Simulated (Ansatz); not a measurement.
Computed with DFT PBE, scalar-relativistic, plane waves, PAW (Ansatz). Cutoff 420 eV, Γ-centred meshes of about 0.25 Å⁻¹ or finer for metals and 0.3 Å⁻¹ for insulators (2π included), Gaussian smearing. No spin polarisation.

These are static total energies at zero pressure.

Compare these two cells of Bi₆Te, each relaxed at this level.

A.

```
Bi Te
1.0
     6.65968    0.00000    0.00000
    -3.32984    5.76746    0.00000
     0.00000    0.00000    6.28651
Bi Te
6 1
Direct
  0.42948 0.00000 0.24741
  0.00000 0.42948 0.24741
  0.57052 0.57052 0.24741
  0.00000 0.57052 0.75259
  0.57052 0.00000 0.75259
  0.42948 0.42948 0.75259
  0.00000 0.00000 0.00000
```

B.

```
Bi Te
1.0
     9.22616    0.00000    0.00000
    -4.61308    7.99009    0.00000
     0.00000    0.00000    3.25409
Bi Te
6 1
Direct
  0.21388 0.78612 0.00000
  0.21388 0.42775 0.00000
  0.57225 0.78612 0.00000
  0.78612 0.21388 0.00000
  0.78612 0.57225 0.00000
  0.42775 0.21388 0.00000
  0.00000 0.00000 0.00000
```

**Question.** Which would you expect to be lower, and how large is the difference?

**Answer.** B is lower, by 26 meV/atom. A has space group P-31m (No. 162), 34.5 Å³/atom and no gap on its mesh; B has space group P6/mmm (No. 191), 34.3 Å³/atom and no gap. Counting Bi atoms around Te (those within 1.25 times the shortest such distance or 1.15 times the sum of covalent radii, 1.27 where that leaves under three; the shortest distance is added where it exceeds 1.18 times the sum of covalent radii), A has Te 6 and B has Te 6 from 3.4 Å. Even the lower one lies +0.06 eV/atom against the reference forms of the elements (uncorrected), so neither is stable at this level. Both come from trial cells of a structure search, whose lowest cell (C2/m, 35.8 Å³/atom) lies 59 meV/atom below the lower of the two.

For metals, differences of a few meV/atom aren't resolved. These runs have no spin–orbit coupling, which can matter for Bi and Te. With atoms moved at random, B ended within 5 meV/atom of its own energy, in a cell of lower symmetry. Other cells relaxed within their symmetry can be saddle points. Some candidate types were left out of the draw beforehand, so a known form may be missing.
